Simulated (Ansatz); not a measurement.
**Mo: energy along a strain**

Mo, P6/mmm, a = 2.736 Å, c = 2.555 Å (as given, not relaxed at this level: -3.7 GPa). This isn't the element's structure at ambient conditions. Ansatz: PBEsol, PAW, 420 eV, Γ-centred 18×18×18 mesh on 1 atom, Gaussian smearing 0.15 eV; no spin polarisation. Cell vectors (Å): 2.736 0.000 0.000; -1.368 2.369 0.000; 0.000 0.000 2.555. The cell is strained by x per cent times the pattern (1 -1 0 0 0 0) in the order xx yy zz yz xz xy (engineering shears), with fractional coordinates held. y is the free energy over the start, V0 = 16.559 Å³/atom. Points with a strain past 8.5 % were computed too (3) and aren't used here.

| x (%) | y (meV/atom) |
| --- | --- |
| -7.50 | 8.50 |
| -5.00 | -8.41 |
| -2.50 | -4.70 |
| 0.00 | 0.00 |
| 2.50 | -6.09 |
| 5.00 | -17.64 |
| 7.50 | ? |

Fit y = c1 x + c2 x² + c3 x³ to the other rows, get the stiffness along the pattern, and predict the missing energy.

Least squares on the rows shown. y = 1.4080 x − 0.49865 x² − 0.10929 x³. The clamped-ion stiffness p·C·p = 2 × -4.986 eV × 160.2 / 16.559 Å³ = -96 GPa (second derivative at the start, which stands under stress). With a term in x⁴ added, the coefficient of x² becomes -0.8774, 76 % more, which shows how far this figure hangs on the form. At x = 7.50 the fit asked for gives -63.60 meV/atom. The run gave -24.98 meV/atom, so the fit is 38.62 meV/atom too low, 120 % of the span of the series, against an rms of 2.55 meV/atom on the fitted rows. The row lies outside the fitted range. With a term in x⁴ added, a fit to the same known rows predicts -18.91 meV/atom, so most of the miss is curvature that the known rows already hold.